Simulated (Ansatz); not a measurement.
The relaxed structure here is a generated cell of Nb: the first start was made by placing the elements on the sites of a structure type, and the end was not matched to a known phase here, so it may be hypothetical. Known forms of Nb include space group No. 229.

The end point of a relaxation of Nb. Space group P6/mmm (No. 191). Level of theory: r2SCAN (plane waves to 500 eV, PAW, scalar-relativistic; Ansatz, a quantum-chemistry and plane-wave program).

```cif
data_Nb3
_chemical_formula_sum 'Nb3'
_space_group_name_H-M_alt 'P 1'
_space_group_IT_number 1
_cell_length_a 4.88257
_cell_length_b 4.88257
_cell_length_c 2.66943
_cell_angle_alpha 90.000
_cell_angle_beta 90.000
_cell_angle_gamma 120.000
loop_
_space_group_symop_operation_xyz
  'x, y, z'
loop_
_atom_site_label
_atom_site_type_symbol
_atom_site_fract_x
_atom_site_fract_y
_atom_site_fract_z
_atom_site_occupancy
Nb1 Nb 0.00000 0.00000 0.00000 1
Nb2 Nb 0.33333 0.66667 0.50000 1
Nb3 Nb 0.66667 0.33333 0.50000 1
```

```json
{
 "volume_per_atom": "18.37 Å³",
 "density": "8.40 g/cm³",
 "band_gap": "no gap (metallic)",
 "shortest_distances": "Nb–Nb 2.67 Å",
 "k-mesh": "11×11×17"
}
```

Band energies at high-symmetry points (eV from the Fermi level; labels of this space group; no spin-orbit coupling), from −5 eV up to 2.6 eV:

```tsv
point	energies
Γ	-3.53 -1.74 -1.37 -1.37 -1.29 -1.29 -1.12 0.71 0.71
M	-4.16 -3.86 -3.85 -2.15 -1.97 -1.63 -1.10 -1.03 1.38 2.26
K	-4.28 -3.86 -3.86 -2.01 -2.01 -1.67 -0.39 -0.18 -0.18
A	-3.74 -3.74 -2.97 -2.97 -1.98 -0.88 -0.05 -0.05 1.29 1.29
L	-3.71 -3.29 -3.23 -2.54 -1.25 -1.01 -0.60 0.94 0.97 1.76 2.38
H	-4.23 -2.57 -2.57 -2.09 -2.09 -1.28 0.17 0.17 0.96 0.96 1.19
```

No spin polarisation in the result.

The run could not lower the symmetry of its start; a shaken copy of this end point relaxes with r2SCAN to Pnnm (No. 58), 0.12 eV/atom lower.
